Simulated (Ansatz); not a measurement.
**SrZrO3: computed property card**

SrZrO3:
```
SrZrO3
1.0
    4.11123     0.00000     0.00000
    0.00000     4.11123     0.00000
    0.00000     0.00000     4.19216
Sr Zr O
1 1 3
Direct
  0.50000   0.50000   0.55394
  0.00000   0.00000   0.00406
  0.00000   0.00000   0.48198
  0.50000   0.00000   0.95201
  0.00000   0.50000   0.95201
```

Space group P4mm (No. 99); conventional cell a = b = 4.111 Å, c = 4.192 Å, α = β = γ = 90.00°.

Method: PBEsol in the plane-wave PAW code Ansatz. Geometry: relaxed at this level of theory. Other levels are named where they apply.

### Cell and energy

- Volume per atom: 14.17 Å³
- Density: 5.32 g/cm³
- Formation energy from the elements (no fitted shifts): -3.29 eV/atom

### Electronic structure

* **Band gap**: 3.35 eV (indirect)
* **Valence-band maximum**: at R
* **Conduction-band minimum**: at Γ
* **Smallest direct gap on the standard path**: 3.64 eV
* **Electron effective mass**: 0.41, 0.41, 2.7 mₑ (principal values)
* **Electron effective mass with spin–orbit coupling**: 0.42, 0.42, 2.7 mₑ (principal values)
* **HSE06 gap on the PBEsol cell**: 4.96 eV
* **Gap with spin–orbit coupling**: 3.35 eV

### Mechanics

Bulk modulus (Birch–Murnaghan fit): 133 GPa
Pressure derivative B′: 7.2
Elastic constants (relaxed ions, GPa): C11 = 283, C12 = 82.4, C13 = 94.1, C33 = 210, C44 = 46.8, C66 = 75.7
Mechanical stability: stable (all eigenvalues of C positive)
Hill bulk and shear moduli: 145 and 64.8 GPa
Young's modulus: 169 GPa
Poisson's ratio: 0.31
Debye temperature from the elastic constants: 480 K
Piezoelectric stress constants (proper, relaxed ions, C/m²): e15 = e24 = 4.33, e31 = e32 = -0.42, e33 = 4.48

### Dielectric response

- Electronic dielectric constant ε∞ (DFPT) = 4.58 (xx = yy), 4.48 (zz)
- Static dielectric constant ε0 (ions relaxed, cell fixed) = 91.6 (xx = yy), 29.0 (zz)
- Born charges (a third of the trace) = Sr +2.53, Zr +5.77, O -2.80 to -2.70 e
- Largest static χ(2) component = 5.7 pm/V

### Phonons

- Highest zone-centre frequency (without LO–TO term) = 562 cm⁻¹
- Zone-centre stability = no imaginary mode at Γ
- Dynamical stability on the path = unstable, down to 142i cm⁻¹

The workflow started from a Materials Project entry (that database holds measured and hypothetical structures alike); the Crystallography Open Database copy checked does not list it. COD files the formula under space group No. 62, 63, 221. Its standing as an ambient phase is unchecked. The PBEsol relaxation kept the symmetry of its start. The run is not spin-polarised. Signs of piezoelectric constants follow the polarity of the cell as given. The references are the lowest solids computed at this level, not always the standard phases (solids in place of the gases). Scalar-relativistic: spin–orbit coupling is off unless named, which matters more the heavier the elements.

Potentials: the later of the program's two PAW sets.
